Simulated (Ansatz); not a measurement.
CsCl:
```xyz
2
Lattice="0.0000 3.5031 3.5031 3.5031 0.0000 3.5031 3.5031 3.5031 0.0000" Properties=species:S:1:pos:R:3 pbc="T T T"
Cs     0.0000     0.0000     0.0000
Cl     3.5031     3.5031     3.5031
```

DFT-r²SCAN in the program Ansatz with PAW potentials gives a gap of 5.48 eV without spin–orbit coupling, maximum at X, minimum at Γ.

Problem. What happens when spin–orbit coupling is switched on?

Solution. The gap decreases by 0.07 eV, to 5.41 eV; maximum at X, minimum at Γ.

Problem. Give the electron effective mass with spin–orbit coupling.

Solution. 0.42 mₑ (isotropic).

Problem. Give the hole effective mass with spin–orbit coupling.

Solution. 1.4, 1.4, 11 mₑ (principal values).

Space group Fm-3m (rock salt). The workflow started from a Materials Project entry (that database holds measured and hypothetical structures alike); the Crystallography Open Database files this formula in space group No. 225, but the cells were not matched. It is not the phase usual at ambient conditions (space group No. 221). The r²SCAN relaxation kept the symmetry of its start; its stability against distortions is not shown here.

Potentials: the earlier of the program's two PAW sets.
